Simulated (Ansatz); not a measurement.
CaO (CsCl type, Pm-3m) under volume change, DFT-PBE in the program Ansatz with PAW potentials, scaled uniformly.

```csv
V (Å³/atom),E − E(relaxed) (meV/atom),P (GPa)
11.494,40.3,12.35
11.873,16.9,7.55
12.252,4.0,3.48
12.631,0.0,0.00
13.010,3.6,-2.96
13.389,13.7,-5.48
13.768,29.2,-7.64
```

Q: What does a third-order Birch–Murnaghan fit give for V₀, B₀ and B′?

A: V₀ = 12.63 Å³/atom, B₀ = 107 GPa, B′ = 4.3.

This is a known high-pressure phase of the composition, computed here at zero pressure and temperature. Symmetry was held in the PBE relaxation; its stability against distortions is not shown here.

Potentials: the earlier of the program's two PAW sets.
